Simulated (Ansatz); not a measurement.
Input and steps of a relaxation of cell and atoms on an ordered 8-atom cell of Ga4Sb3As on the wurtzite lattice (P3m1) (the plane-wave code Ansatz, r2SCAN). The starting cell comes from a relaxation with PBE.

```yaml
crystal:
  lattice:
    - [4.3067577112, 0.0, 0.0]
    - [-2.1533788556, 3.7297615858, 0.0]
    - [0.0, 0.0, 14.1557880015]
  atoms:
    - { symbol: As, position: [0.6666666667, 0.3333333333, 0.0001139819] }
    - { symbol: Sb, position: [0.6666666667, 0.3333333333, 0.4996355127] }
    - { symbol: Sb, position: [0.3333333333, 0.6666666667, 0.7560211921] }
    - { symbol: Sb, position: [0.3333333333, 0.6666666667, 0.2431944255] }
    - { symbol: Ga, position: [0.6666666667, 0.3333333333, 0.8232118151] }
    - { symbol: Ga, position: [0.6666666667, 0.3333333333, 0.3095527889] }
    - { symbol: Ga, position: [0.3333333333, 0.6666666667, 0.5664337877] }
    - { symbol: Ga, position: [0.3333333333, 0.6666666667, 0.051836496] }
kpoints:
  mp_grid: { grid: [6, 6, 2] }
hamiltonian:
  xc: r2scan
scf:
  occupations: { method: fermi_dirac, width: 0.02 }
relax:
  f_tol: 0.005
  cell: {}
```

The trajectory has 6 recorded frames, each with fractional positions and then forces in eV/Å along x, y and z. Some frames, the last among them, repeat a geometry solved again on a basis re-selected at its cell; pressure is positive in compression.

Step 1: energy 0.0 meV/atom from step 1, largest force component 0.078 eV/Å, pressure -2.02 GPa; a = 4.307 Å, b = 4.307 Å, c = 14.156 Å, α = 90.00°, β = 90.00°, γ = 120.00°
```
As 0.6667 0.3333 0.0001     0.000   0.000  -0.078
Sb 0.6667 0.3333 0.4996     0.000   0.000   0.020
Sb 0.3333 0.6667 0.7560     0.000   0.000   0.019
Sb 0.3333 0.6667 0.2432     0.000   0.000   0.021
Ga 0.6667 0.3333 0.8232     0.000   0.000   0.019
Ga 0.6667 0.3333 0.3096     0.000   0.000  -0.018
Ga 0.3333 0.6667 0.5664     0.000   0.000  -0.019
Ga 0.3333 0.6667 0.0518     0.000   0.000   0.035
```

Step 2: energy -5.0 meV/atom from step 1, largest force component 0.155 eV/Å, pressure +1.23 GPa; a = 4.220 Å, b = 4.220 Å, c = 13.888 Å, α = 90.00°, β = 90.00°, γ = 120.00°
```
As 0.6667 0.3333 0.9998     0.000   0.000  -0.028
Sb 0.6667 0.3333 0.4995     0.000   0.000   0.007
Sb 0.3333 0.6667 0.7550     0.000   0.000   0.035
Sb 0.3333 0.6667 0.2440     0.000   0.000  -0.003
Ga 0.6667 0.3333 0.8218     0.000   0.000   0.155
Ga 0.6667 0.3333 0.3101     0.000   0.000  -0.001
Ga 0.3333 0.6667 0.5660     0.000   0.000  -0.019
Ga 0.3333 0.6667 0.0537     0.000   0.000  -0.148
```

Question: Estimate where the relaxation ends.

Answer:
Step 3: energy -7.3 meV/atom from step 1, largest force component 0.031 eV/Å, pressure -0.07 GPa; a = 4.249 Å, b = 4.249 Å, c = 14.002 Å, α = 90.00°, β = 90.00°, γ = 120.00°
```
As 0.6667 0.3333 0.9999     0.000   0.000  -0.002
Sb 0.6667 0.3333 0.4995     0.000   0.000   0.008
Sb 0.3333 0.6667 0.7563     0.000   0.000  -0.025
Sb 0.3333 0.6667 0.2427     0.000   0.000   0.031
Ga 0.6667 0.3333 0.8235     0.000   0.000  -0.012
Ga 0.6667 0.3333 0.3096     0.000   0.000  -0.012
Ga 0.3333 0.6667 0.5667     0.000   0.000  -0.004
Ga 0.3333 0.6667 0.0517     0.000   0.000   0.016
```

Step 4: energy -7.3 meV/atom from step 1, largest force component 0.022 eV/Å, pressure -0.03 GPa; a = 4.251 Å, b = 4.251 Å, c = 13.981 Å, α = 90.00°, β = 90.00°, γ = 120.00°
```
As 0.6667 0.3333 0.9999     0.000   0.000   0.000
Sb 0.6667 0.3333 0.4997     0.000   0.000  -0.009
Sb 0.3333 0.6667 0.7558     0.000   0.000   0.005
Sb 0.3333 0.6667 0.2434     0.000   0.000  -0.022
Ga 0.6667 0.3333 0.8231     0.000   0.000   0.003
Ga 0.6667 0.3333 0.3097     0.000   0.000   0.009
Ga 0.3333 0.6667 0.5663     0.000   0.000   0.011
Ga 0.3333 0.6667 0.0521     0.000   0.000   0.003
```

Step 5: energy -7.4 meV/atom from step 1, largest force component 0.001 eV/Å, pressure 0.00 GPa; a = 4.249 Å, b = 4.249 Å, c = 13.987 Å, α = 90.00°, β = 90.00°, γ = 120.00°
```
As 0.6667 0.3333 0.9999     0.000   0.000   0.000
Sb 0.6667 0.3333 0.4996     0.000   0.000   0.000
Sb 0.3333 0.6667 0.7559     0.000   0.000   0.001
Sb 0.3333 0.6667 0.2432     0.000   0.000  -0.001
Ga 0.6667 0.3333 0.8232     0.000   0.000   0.000
Ga 0.6667 0.3333 0.3097     0.000   0.000   0.000
Ga 0.3333 0.6667 0.5664     0.000   0.000   0.000
Ga 0.3333 0.6667 0.0521     0.000   0.000   0.000
```

Step 6: energy -7.2 meV/atom from step 1, largest force component 0.001 eV/Å, pressure -0.01 GPa; a = 4.249 Å, b = 4.249 Å, c = 13.987 Å, α = 90.00°, β = 90.00°, γ = 120.00°
```
As 0.6667 0.3333 0.9999     0.000   0.000   0.000
Sb 0.6667 0.3333 0.4996     0.000   0.000   0.000
Sb 0.3333 0.6667 0.7559     0.000   0.000   0.001
Sb 0.3333 0.6667 0.2432     0.000   0.000  -0.001
Ga 0.6667 0.3333 0.8232     0.000   0.000   0.000
Ga 0.6667 0.3333 0.3097     0.000   0.000   0.000
Ga 0.3333 0.6667 0.5664     0.000   0.000   0.000
Ga 0.3333 0.6667 0.0521     0.000   0.000   0.000
```

The walk took 5 steps, besides SCFs solved again on a fresh basis, and changed the volume by -3.8 %. The last SCF, on a fresh basis, lies 7.2 meV an atom below the first. Final cell: the symmetry is P3m1 (No. 156, trigonal); conventional cell a = 4.249 Å, c = 13.987 Å, 27.33 Å³ an atom. Around As lie 4 Ga at 2.47–2.56 Å; around Sb lie 4 Ga at 2.63–2.66 Å; around Sb lie 4 Ga at 2.63–2.65 Å; around Sb lie 4 Ga at 2.62–2.67 Å; around Ga lie 1 As at 2.47 Å and 3 Sb at 2.63 Å; around Ga lie 4 Sb at 2.62–2.66 Å; around Ga lie 4 Sb at 2.63–2.65 Å; around Ga lie 3 As at 2.56 Å and 1 Sb at 2.67 Å.

Run as `ansatz run input.yaml --threads 4 --pin off --max-ram 6451MiB --backend cpu --events-out ev --progress --plain --runs-dir out`. Wall time 64 s on 4 threads of Arm Neoverse V1 (shared host), load about 0.7 per core; peak host memory 1.2 GiB.

Spin-unpolarised throughout. Whether this structure exists isn't addressed.
